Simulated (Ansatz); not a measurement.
# What DFT gives for Ca2MnGa6

```
Mn Ga Ca
1.0
     0.00000    4.40152    4.40152
     4.40152    0.00000    4.40152
     4.40152    4.40152    0.00000
Mn Ga Ca
1 6 2
Direct
  0.50000 0.50000 0.50000
  0.78120 0.21880 0.21880
  0.21880 0.78120 0.21880
  0.21880 0.78120 0.78120
  0.78120 0.21880 0.78120
  0.21880 0.21880 0.78120
  0.78120 0.78120 0.21880
  0.25000 0.25000 0.25000
  0.75000 0.75000 0.75000
```

Method: PBE, no spin polarisation; PAW, plane waves to 420 eV, 5×5×5 Γ-centred mesh, cold occupations (width 0.0264 eV) (Ansatz 0.2.0), atoms fixed.

**Question.** Where is the largest force?

**Answer.** The largest is on Ga6 (and as large on other atoms): 0.23 eV/Å, components (0.00, 0.00, 0.23). It makes 0° with the line to a nearest neighbour, Mn1 at 2.48 Å, pointing towards it.

**Question.** Is it stable against the elements?

**Answer.** -0.32 eV an atom against the elements' usual phases (free molecules for gases, crystals otherwise, with no correction for O₂ or N₂), so it is bound against them; other compounds may still compete. Relaxing would lower it.

**Question.** What does the stress say?

**Answer.** The pressure is 0.1 GPa (compression positive), so with the atoms held at these fractions the cell is close to zero pressure.

**Question.** What do density and ELF say about some of the short contacts?

**Answer.** Mn–Ga at 2.48 Å: least valence density 0.36 e/Å³ and ELF 0.38 there. Ga–Ga at 2.72 Å: least valence density 0.26 e/Å³ and ELF 0.46 there. Ca–Ga at 3.12 Å: least valence density 0.11 e/Å³ and ELF 0.08 there. These are pseudo-fields; inside the PAW spheres they differ from the all-electron ones.

**Question.** How is the charge shared?

**Answer.** Bader charges in e: Ca +1.28, Mn -0.08, Ga -0.41. In the mean Ca gives up most and Ga takes most.

**Question.** Is there a gap?

**Answer.** It is a metal, with about 5.8 states/eV a cell as the mean within 0.25 eV of the Fermi level, mostly Mn d (54 %) and Ga p (35 %).

Origin: a known structure type with other elements, at an estimated volume, so it need not be a known compound. Caveats: no spin polarisation, so a magnetic state may lie lower.
